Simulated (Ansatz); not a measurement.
LiNbO$_{3}$:
```
CELL_PARAMETERS angstrom
      2.53370     1.46283     4.56250
     -2.53370     1.46283     4.56250
      0.00000    -2.92567     4.56250
ATOMIC_POSITIONS crystal
  Li 0.71884 0.71884 0.71884
  Li 0.21884 0.21884 0.21884
  Nb 0.00248 0.00248 0.00248
  Nb 0.50248 0.50248 0.50248
  O  0.63428 0.89447 0.28282
  O  0.89447 0.28282 0.63428
  O  0.28282 0.63428 0.89447
  O  0.13428 0.78282 0.39447
  O  0.39447 0.13428 0.78282
  O  0.78282 0.39447 0.13428
```

This is the LDA-relaxed structure. Cartesian axes are those of the cell as given.

### Question
All from LDA (plane waves, PAW; program Ansatz), unless another level is named. Estimate the formation energy from the elements (no fitted shifts).

### Answer
-2711 meV/atom.

### Question
What about the band gap?

### Answer
3.49 eV (indirect).

### Question
Predict the smallest direct gap on the standard path.

### Answer
3.53 eV.

### Question
Give the valence-band maximum.

### Answer
off the standard path, at k = (0.156, 0.156, 0.177) in fractions of the reciprocal vectors.

### Question
What about the conduction-band minimum?

### Answer
off the standard path, at k = (-0.083, -0.083, 0.021) in fractions of the reciprocal vectors.

Space group R3c. The LDA relaxation kept the symmetry of its start. No spin polarisation was allowed. The references are the lowest solids computed at this level, not always the standard phases (solids in place of the gases). Scalar-relativistic: spin–orbit coupling is off unless named, which matters more the heavier the elements.

Potentials: the later of the program's two PAW sets.
